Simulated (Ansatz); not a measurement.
Relaxed Be (hcp, Mg type):

```yaml
crystal:
  lattice:
    - [2.26449, 0.00000, 0.00000]
    - [-1.13225, 1.96111, 0.00000]
    - [0.00000, 0.00000, 3.56090]
  atoms:
    - { symbol: Be, position: [0.33333, 0.66667, 0.75000] }
    - { symbol: Be, position: [0.66667, 0.33333, 0.25000] }
```

The atoms are displaced by Q × the pattern below (from a DFPT mode at Γ, largest move 1; Q in Å), at fixed cell.

| atom | x | y | z |
|---|---|---|---|
| Be1 | 0.000 | 0.000 | 1.000 |
| Be2 | 0.000 | 0.000 | -1.000 |

Method: PBE (plane waves to 420 eV, PAW, scalar-relativistic; Ansatz, a quantum-chemistry and plane-wave program). k mesh 23×23×13 (Γ-centred), Fermi-Dirac smearing 0.05 eV. With partly filled bands, energies and forces of such displacements shift with the k mesh and the smearing. Be was relaxed with its symmetry unable to fall. The PAW data are Ansatz's earlier set. 

```
Q (Å)   −dE/dQ from forces (eV/Å)
------  -------------------------
-0.100                      3.305
-0.083                      2.716
-0.067                      2.152
-0.050                      1.604
-0.033                      1.064
-0.017                      0.530
0.000                       0.000
0.017                      -0.530
0.033                      -1.064
0.050                      -1.604
0.067                      -2.152
0.083                      -2.716
0.100                      -3.305
```

**Question.** What harmonic wavenumber does the curvature at Q = 0 give?

**Answer.** 692 cm⁻¹. E″ = 31.78 eV/Å², M = Σ mᵢ|uᵢ|² = 18.0 u, ν̃ = 521.5·√(|E″|/M).

(For displaced atoms, the force is minus the slope of the energy, and its curvature is a force constant, which sets phonon frequencies.)
